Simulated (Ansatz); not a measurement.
Input file for Ansatz (a quantum-chemistry and plane-wave program):

Ansatz 0.2 input:
```yaml
crystal:
  lattice:
    - [3.2580832762, 0.0, 0.0]
    - [-1.6290416381, 2.8215828848, 0.0]
    - [0.0, 0.0, 15.49679233]
  atoms:
    - { symbol: Mg, position: [0.3333333333, 0.6666666667, 0.648023563] }
    - { symbol: Mg, position: [0.3333333333, 0.6666666667, 0.9792334745] }
    - { symbol: Mg, position: [0.0, 0.0, 0.8136309483] }
    - { symbol: Mg, position: [0.0, 0.0, 0.4818351415] }
    - { symbol: Mg, position: [0.0, 0.0, 0.1474356172] }
    - { symbol: Mg, position: [0.6666666667, 0.3333333333, 0.3136299462] }
    - { symbol: O, position: [0.3333333333, 0.6666666667, 0.8517628083] }
    - { symbol: O, position: [0.3333333333, 0.6666666667, 0.5205136178] }
    - { symbol: O, position: [0.0, 0.0, 0.0186307169] }
    - { symbol: O, position: [0.0, 0.0, 0.6861573247] }
    - { symbol: O, position: [0.0, 0.0, 0.3530279802] }
    - { symbol: O, position: [0.6666666667, 0.3333333333, 0.1861188614] }
kpoints:
  mp_grid: { grid: [6, 6, 1] }
hamiltonian:
  xc: hse06
  pseudopotentials: { azcp: { folder: ./paw }, kind: paw }
scf:
  n_extra_bands: 12
  occupations: { method: fixed }
output:
  eigenvalues: true
  eigenstates:
    e_range: [-9.0, 14.4]
    kpoints:
      - [0.0, 0.0, 0.0]  # VBM
      - [0.0, 0.0, 0.0]  # CBM
      - [0.0, 0.0, 0.0]  # GAMMA
      - [0.0, 0.0, 0.5]  # A
      - [0.3333333333, 0.3333333333, 0.0]  # K
      - [0.3333333333, 0.3333333333, 0.5]  # H
      - [0.5, 0.0, 0.0]  # M
      - [0.5, 0.0, 0.5]  # L
```

Output (shortened):

```
Pseudopotential: Mg, paw, valence charge 10
Pseudopotential: O, paw, valence charge 6
Functional definition: HSE06
davidson cushion auto → on  (no smearing: the cushion is to keep the highest requested band from converging to the state above it …
Crystal: 12 atoms, lattice volume = 142.461 Å³
Basis set: ecut = 420 eV, 2835 PW (Γ)
Bands: 60, of which v1, the nominal top of the filled ones, is band 48 counted from 1 (47 counted from 0)
Symmetry: 6 space group operations
Space group: P3m1 (ITA 156), of the structure as read, at distance tolerance 5.2e-5 Å
k-points: 7 of 36 (time reversal used)
SCF iter   1: F=—  HF=-14964.610663 eV  |F-HF|=—  |Δ(HF+E_count)|=         —  Δρ=7.05e-2  dr2=5.86e0  ethr=1.00e-1  ⟨swp⟩=7.0  Hψ=1348  notcnv=0
preconditioner: auto → none
SCF iter   2: F=—  HF=-14963.681940 eV  |F-HF|=—  |Δ(HF+E_count)|=   9.29e-1  Δρ=3.44e-2  dr2=9.35e-1  ethr=6.11e-3  ⟨swp⟩=3.6  Hψ=1139  notcnv=0
SCF iter   3: F=—  HF=-14963.895831 eV  |F-HF|=—  |Δ(HF+E_count)|=   2.14e-1  Δρ=1.80e-2  dr2=4.71e-1  ethr=9.74e-4  ⟨swp⟩=3.1  Hψ=1138  notcnv=0
iter 4 solved again at ethr=7.06e-6 eV; its pass at ethr=4.90e-4 eV (dr2=6.78e-3 eV) is discarded
SCF iter   4: F=—  HF=-14963.835431 eV  |F-HF|=—  |Δ(HF+E_count)|=   6.04e-2  Δρ=3.25e-3  dr2=7.05e-3  ethr=7.06e-6  ⟨swp⟩=3.9  Hψ=2108  notcnv=0  defer=3
SCF iter   5: F=-14963.844604 eV  HF=-14963.844799 eV  |F-HF|=1.95e-4  |Δ(HF+E_count)|=   9.37e-3  Δρ=7.95e-4  dr2=6.28e-4  ethr=7.06e-6  ⟨swp⟩=3.1  Hψ=1181  notcnv=0  defer=3
SCF 1 stopped early in 5 iterations: F = -14963.844604 eV  dr2 = 6.28e-4
Crystal: 12 atoms, lattice volume = 142.461 Å³
Exchange kernel: α = 0.2500, screened, ω = 0.2079 Å⁻¹, Wigner–Seitz truncation, v(0) = 1039.8594 eV·Å³, q-mesh 6×6×1, nearest image of the exchange supercell L …
Frozen-core exchange: fock
SCF iter   1: F=—  HF=-14964.777374 eV  |F-HF|=—  |Δ(HF+E_count)|=         —  Δρ=7.38e-3  dr2=6.22e-2  ethr=6.55e-6  ⟨swp⟩=6.1  Hψ=1856  notcnv=0
preconditioner: auto → none
SCF iter   2: F=—  HF=-14964.757214 eV  |F-HF|=—  |Δ(HF+E_count)|=   2.02e-2  Δρ=2.39e-3  dr2=6.69e-3  ethr=6.55e-6  ⟨swp⟩=3.3  Hψ=1348  notcnv=0
SCF iter   3: F=—  HF=-14964.778486 eV  |F-HF|=—  |Δ(HF+E_count)|=   2.13e-2  Δρ=9.81e-4  dr2=1.27e-3  ethr=4.11e-6  ⟨swp⟩=3.6  Hψ=1182  notcnv=0
SCF iter   4: F=—  HF=-14964.778342 eV  |F-HF|=—  |Δ(HF+E_count)|=   1.45e-4  Δρ=6.70e-4  dr2=6.58e-4  ethr=1.19e-6  ⟨swp⟩=3.6  Hψ=1189  notcnv=0
SCF iter   5: F=-14964.778184 eV  HF=-14964.778190 eV  |F-HF|=5.97e-6  |Δ(HF+E_count)|=   1.51e-4  Δρ=8.62e-5  dr2=2.41e-5  ethr=5.57e-7  ⟨swp⟩=3.0  Hψ=1025  notcnv=0
SCF 2 stopped early in 5 iterations: F = -14964.778184 eV  dr2 = 2.41e-5
hybrid outer 1: dexx = +2.436e-2 eV, tail = 2.51e-4 eV
Crystal: 12 atoms, lattice volume = 142.461 Å³
Exchange kernel: α = 0.2500, screened, ω = 0.2079 Å⁻¹, Wigner–Seitz truncation, v(0) = 1039.8594 eV·Å³, q-mesh 6×6×1, nearest image of the exchange supercell L …
Frozen-core exchange: fock
SCF iter   1: F=—  HF=-14964.778019 eV  |F-HF|=—  |Δ(HF+E_count)|=         —  Δρ=6.21e-5  dr2=7.46e-6  ethr=1.31e-6  ⟨swp⟩=2.4  Hψ=928  notcnv=0
preconditioner: auto → none
iter 2 solved again at ethr=2.76e-10 eV; its pass at ethr=5.79e-9 eV (dr2=2.65e-7 eV) is discarded
SCF iter   2: F=—  HF=-14964.778019 eV  |F-HF|=—  |Δ(HF+E_count)|=   6.29e-9  Δρ=1.87e-5  dr2=5.77e-7  ethr=2.76e-10  ⟨swp⟩=2.3  Hψ=2339  notcnv=0
SCF iter   3: F=—  HF=-14964.778022 eV  |F-HF|=—  |Δ(HF+E_count)|=   2.34e-6  Δρ=2.12e-5  dr2=5.27e-7  ethr=2.76e-10  ⟨swp⟩=5.0  Hψ=1229  notcnv=0
SCF iter   4: F=-14964.778022 eV  HF=-14964.778022 eV  |F-HF|=6.44e-9  |Δ(HF+E_count)|=   1.12e-7  Δρ=3.78e-6  dr2=9.70e-9  ethr=2.76e-10  ⟨swp⟩=3.3  Hψ=1148  notcnv=0
SCF 3 converged in 4 iterations: F = -14964.778022 eV  dr2 = 9.70e-9
hybrid outer 2: dexx = +2.440e-6 eV, tail = 8.44e-8 eV, Δε = 3.11e-3 eV (about 1.06e-4 eV left of the loop's levels)
NSCF: frozen V_eff on 8 k-points
hybrid SCF converged: 2 outer / 9 inner (+5 warm-up), last move |dexx| = 2.44e-6 eV, tail = 8.44e-8 eV
Stability not checked (fock_operator)
Free energy (F): -14964.778022 eV
Frozen-core exchange: fock
Harris-Foulkes:  -14964.778022 eV  (|F-HF|=6.44e-9)
Internal energy: -14964.778022 eV  (E = F + TS)
E sigma→0 (E₀):  -14964.778022 eV
Fermi energy:    3.519924 eV
--- Per-component energies (eV) ---
  E_band       = -2294.716686
  E_kinetic    = 1459.259023
  E_local      = -11760.354359  (includes V_loc(G=0)·N_el)
  E_nonlocal   = 1470.338006
  E_hartree    = 4051.924517
  E_xc         = -484.167667
  E_vxc        = -614.041858  (∫ρ·V_xc dr)
  E_exx        = -428.187558  (= α·E_x^exact, valence–valence)
  E_paw        = -2465.844494  (= ΣΔE_a)
  E_vpaw       = -97.393736  (= ΣTr[D̂ρ^β])
  E_aug_tail   = 0.003637  (compensation charges beyond the density's cutoff)
  E_ewald      = -6807.379882
  E_core_change = -0.369245  (= ΣΔE_core)
  E_smearing   =  0.000000  (= −TS)
  E_closure    =  0.000000  (closes the sum)
  Σ components = -14964.778022   (vs F -14964.778022, Δ=-1.82e-12)
  [band-id]    e_kinetic+e_local+e_nonlocal+2·e_hartree+e_vxc+2·e_exx+e_vpaw+e_augmentation_tail = -2294.715369   (vs E_band -2294.716686, Δ=1.32e-3)
--- Band table (eV; the first three rows and the last of 7) ---
  k-point 0: bands = ["-72.5204", "-72.4689", "-72.4515", "-72.3988", "-72.3471", "-72.3302", "-37.4453", "-37.4117", "-37.4117", "-37.3864", "-37.3673", "-37.3616", "-37.3616", "-37.3453", "-37.3453", "-37.3197", "-37.2901", "-37.2901", "-37.2680", …
  k-point 1: bands = ["-72.5199", "-72.4684", "-72.4510", "-72.3983", "-72.3466", "-72.3297", "-37.4440", "-37.4202", "-37.4136", "-37.3853", "-37.3697", "-37.3666", "-37.3634", "-37.3532", "-37.3472", "-37.3187", "-37.2982", "-37.2919", "-37.2668", …
  k-point 2: bands = ["-72.5190", "-72.4674", "-72.4500", "-72.3974", "-72.3456", "-72.3287", "-37.4419", "-37.4361", "-37.4173", "-37.3878", "-37.3812", "-37.3690", "-37.3671", "-37.3651", "-37.3509", "-37.3182", "-37.3127", "-37.2956", "-37.2687", …
  k-point 6: bands = ["-72.5182", "-72.4667", "-72.4493", "-72.3966", "-72.3448", "-72.3280", "-37.4401", "-37.4389", "-37.4295", "-37.3896", "-37.3808", "-37.3792", "-37.3712", "-37.3643", "-37.3631", "-37.3178", "-37.3142", "-37.3077", "-37.2700", …
```

Cost: very roughly 2.1 core-minutes on shared cores.

The points marked VBM and CBM come from a semilocal run.

The first step of the workflow began from a Materials Project structure, measured or hypothetical; the Crystallography Open Database copy checked does not list it. It is not the phase usual at ambient conditions (space group No. 225). Symmetry was held in the r²SCAN relaxation; whether a distortion lowers the energy is not shown.

Potentials: the earlier of the program's two PAW sets.

Ansatz is a plane-wave DFT program.
